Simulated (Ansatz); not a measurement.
Starting structure, Cu over the place (0/3, 0/3) of the surface cell, counted from the highest slab atom, its height relaxed (HfC, Fm-3m (No. 225), (1 1 1) face):

```yaml
crystal:
  lattice:
    - [3.25787, 0.00000, 0.00000]
    - [-1.62893, 2.82140, 0.00000]
    - [0.00000, 0.00000, 25.65009]
  atoms:
    - { symbol: Hf, position: [0.33333, 0.66667, 0.33138] }
    - { symbol: C, position: [0.66667, 0.33333, 0.38324] }
    - { symbol: Hf, position: [0.00000, 0.00000, 0.43509] }
    - { symbol: C, position: [0.33333, 0.66667, 0.48661] }
    - { symbol: Hf, position: [0.66667, 0.33333, 0.53850] }
    - { symbol: C, position: [0.00000, 0.00000, 0.58299] }
    - { symbol: Cu, position: [0.00000, 0.00000, 0.66409] }
```

Computed with Ansatz 0.2.0, DFT PBEsol, scalar-relativistic, plane waves, PAW. Cutoff 420 eV; k points 9×9×1 on the computed 7-atom cell (Γ-centred); Gaussian smearing, width 0.10 eV; no spin polarisation. A dipole correction removes the field between periodic images along c.

Atoms 1, 2, 3, 4, 5, 6 (counted from 1) are held. Atom 7 may move along c only. The cell is fixed. Force threshold 0.02 eV/Å.

| step | E − E_final (eV) | largest force (eV/Å) |
| --- | --- | --- |
| 1 | 0.409 | 2.123 |
| 2 | 0.136 | 1.585 |
| 3 | 0.018 | 0.828 |
| 4 | 0.000 | 0.048 |
| 5 | 0.000 | 0.050 |
| 6 | 0.000 | 0.000 |

(1) What is the final structure?

The end is the local minimum or symmetric point that this start leads to.

Spin–orbit coupling is left out, which can shift energies with elements as heavy as these.

## Answers

(1)
```
CELL_PARAMETERS angstrom
3.25787 0.00000 0.00000
-1.62893 2.82140 0.00000
0.00000 0.00000 25.65009
ATOMIC_POSITIONS crystal
Hf 0.33333 0.66667 0.33138
C 0.66667 0.33333 0.38324
Hf 0.00000 0.00000 0.43509
C 0.33333 0.66667 0.48661
Hf 0.66667 0.33333 0.53850
C 0.00000 0.00000 0.58299
Cu 0.00000 0.00000 0.65268
```